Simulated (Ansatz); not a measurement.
Relaxed-ion elastic tensor of In (diamond, Fd-3m) in GPa (Voigt order), PBEsol (plane waves, PAW; program Ansatz); density 5.39 g/cm³, 35.38 Å³ per atom.

|  | 1 | 2 | 3 | 4 | 5 | 6 |
|---|---|---|---|---|---|---|
| 1 | 20.1 | 31.8 | 31.8 | 0.0 | 0.0 | 0.0 |
| 2 | 31.8 | 20.1 | 31.8 | 0.0 | 0.0 | 0.0 |
| 3 | 31.8 | 31.8 | 20.1 | 0.0 | 0.0 | 0.0 |
| 4 | 0.0 | 0.0 | 0.0 | -14.0 | 0.0 | 0.0 |
| 5 | 0.0 | 0.0 | 0.0 | 0.0 | -14.0 | 0.0 |
| 6 | 0.0 | 0.0 | 0.0 | 0.0 | 0.0 | -14.0 |

Q: Is the crystal mechanically stable?

A: No: the smallest eigenvalue of C is -14.0 GPa.

The start of the workflow was typed in or built on a structure type; neither database checked (COD, Materials Project) lists it. It is not the phase usual at ambient conditions (space group No. 139). Symmetry was held in the PBEsol relaxation. At this level the phase is mechanically unstable. The volume moved by -16 % from the start of the relaxation. As this level gives no gap, shear constants depend on the k-mesh and smearing (Fermi–Dirac, 0.1 eV here).

Potentials: the later of the program's two PAW sets.
